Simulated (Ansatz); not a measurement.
Start of a relaxation of CsAg2:

Space group P-3m1 (No. 164). a = 4.346 Å, b = 4.346 Å, c = 9.612 Å, α = 90.00°, β = 90.00°, γ = 120.00°
```json
{"atom": "Cs", "site": "1b", "symmetry": "-3m.", "x": "0.0000", "y": "0.0000", "z": "0.5000"}
{"atom": "Ag", "site": "2d", "symmetry": "3m.", "x": "0.3333", "y": "0.6667", "z": "0.8757"}
```

Theory: DFT PBE, scalar-relativistic, plane waves, PAW in Ansatz 0.2.0. Cutoff 420 eV, Gaussian smearing, Γ-centred meshes. Cell and atoms relax on a converged mesh. In metals the finer mesh still leaves noise of several meV/atom or more. The steps can't lower the symmetry of their start. No spin polarisation.

A guess keeps its type if space group and coordination stay and the shape of the cell changes little (axis ratios within about 15 %, angles within 6°); the volume may change.

Question: Does this structure survive the relaxation?

Answer: It doesn't keep its type. The symmetry goes from P-3m1 (No. 164) to P6/mmm (No. 191). The end has the AlB2 type. The volume per atom shrinks by 29.2 %, from 52.4 to 37.1 Å³. The shortest distance goes from 3.47 Å (Ag–Ag) to 2.80 Å (Ag–Ag). Counting neighbours within 15 % of an atom's shortest distance, the start has Ag 3, Cs 12 and the end Ag 3, Cs 12. In detail, at the end around Cs lie 12 Ag at 3.91 Å and 6 Cs at 4.85 Å; Ag is surrounded by 3 Ag at 2.80 Å and 6 Cs at 3.91 Å.

```yaml
crystal:
  lattice:
    - [4.85023, 0.00000, 0.00000]
    - [-2.42512, 4.20042, 0.00000]
    - [0.00000, 0.00000, 5.46185]
  atoms:
    - { symbol: Cs, position: [0.00000, 0.00000, 0.50000] }
    - { symbol: Ag, position: [0.33333, 0.66667, 0.00000] }
    - { symbol: Ag, position: [0.66667, 0.33333, 0.00000] }
```

The last run used a 12×12×8 mesh (in the run's order of axes) for its 3-atom cell and Gaussian smearing of 0.10 eV. A later test with randomly moved atoms came back to the same energy, though modes that don't fit the test's cell weren't probed.
